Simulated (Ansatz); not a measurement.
A relaxation computed with Ansatz, from input to last step.

```yaml
crystal:
  lattice:
    - [1.405587285, -2.5249372047, 0.0]
    - [1.405587285, 2.5249372047, 0.0]
    - [0.0, 0.0, 4.8077766987]
  atoms:
    - { symbol: Au, position: [0.6641465052, 0.3358534948, 0.25] }
    - { symbol: Au, position: [0.3358534948, 0.6641465052, 0.75] }
basis:
  ecutwfc: 500
kpoints:
  mp_grid: { grid: [16, 16, 10] }
hamiltonian:
  xc: r2scan
scf:
  occupations: { method: gaussian, width: 0.1 }
output:
  forces: true
  stress: true
  eigenvalues: true
relax:
  adjacent_minimum: "off"
  f_tol: 0.01
  max_steps: 30
  cell: { stress_tol: 0.1, fix: [volume] }
```

```bash
ansatz run input.yaml --threads 1 --pin off --max-ram 2560MiB --backend cpu --events-out ev --progress --plain --runs-dir out
```

Computed with DFT r2SCAN, scalar-relativistic, plane waves, PAW in Ansatz.

The volume is held at 0.97 times that of the relaxed cell.

Of 3 frames 3 are shown, positions in Å and forces in eV/Å; the SCF threshold varies from step to step. Steps run on the plane waves of an earlier cell, with a Pulay correction in the pressure. The basis is chosen afresh for the last frame, the zero of the energies, and at times for earlier ones too; energy and pressure step there, also at an unchanged geometry.

```xyz
2
Lattice="1.4056 -2.5249 0.0000 1.4056 2.5249 0.0000 0.0000 0.0000 4.8078" Properties=species:S:1:pos:R:3:forces:R:3 pbc="T T T" step=1 free_energy_over_end_meV_per_atom=0.06 pressure_GPa=5.03
Au    1.4056   -0.8289    1.2019    0.0000    0.0083    0.0000
Au    1.4056    0.8289    3.6058    0.0000   -0.0083    0.0000
2
Lattice="1.4084 -2.5244 0.0000 1.4084 2.5244 0.0000 0.0000 0.0000 4.7992" Properties=species:S:1:pos:R:3:forces:R:3 pbc="T T T" step=2 free_energy_over_end_meV_per_atom=0.00 pressure_GPa=5.00
Au    1.4084   -0.8250    1.1998    0.0000    0.0022    0.0000
Au    1.4084    0.8250    3.5994    0.0000   -0.0022    0.0000
2
Lattice="1.4084 -2.5244 0.0000 1.4084 2.5244 0.0000 0.0000 0.0000 4.7992" Properties=species:S:1:pos:R:3:forces:R:3 pbc="T T T" step=3 free_energy_over_end_meV_per_atom=0.00 pressure_GPa=5.00
Au    1.4084   -0.8250    1.1998    0.0000    0.0023    0.0000
Au    1.4084    0.8250    3.5994    0.0000   -0.0023    0.0000
```

Time: 2.2 min on 1 thread of Intel(R) Xeon(R) Processor @ 2.70GHz, with other jobs on the host, peak memory 0.72 GiB.

Spin–orbit coupling is left out, which can shift energies with elements as heavy as these.